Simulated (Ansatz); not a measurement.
All numbers below come from Ansatz, DFT PBE, scalar-relativistic, plane waves, PAW. Cutoff 420 eV, Γ-centred meshes of about 0.25 Å⁻¹ or finer for metals and 0.3 Å⁻¹ for insulators (2π included), Gaussian smearing. No spin polarisation.

A search over trial structures of ScAl₃As₄ gave this relaxed cell.

```
Sc Al As
1.0
     4.00858    0.00000    0.00000
    -2.00429    3.47154    0.00000
     0.00000    0.00000   13.41200
Sc Al As
1 3 4
Direct
  0.00000 0.00000 0.08572
  0.00000 0.00000 0.31813
  0.66667 0.33333 0.56521
  0.33333 0.66667 0.81230
  0.66667 0.33333 0.23878
  0.00000 0.00000 0.50101
  0.66667 0.33333 0.74812
  0.33333 0.66667 0.99373
```

**Question.** Is this structure dynamically stable?

**Answer.** As far as tested, yes. The phonons on a 2×2×1 q mesh of the computed 8-atom cell show no imaginary mode. After random moves of the atoms it relaxes back. The optical modes at Γ run from 45 to 400 cm⁻¹ without the long-range field that lifts LO modes in polar insulators. Sc has 3 As at 2.62 Å, 3 As at 3.09 Å and 1 Al at 3.12 Å; around Al on its first site lie 4 As at 2.45–2.55 Å and 1 Sc at 3.12 Å; Al on its second site has 4 As at 2.45–2.47 Å; As on its first site is surrounded by 3 Al at 2.55 Å and 3 Sc at 3.09 Å; 4 more sites not described.

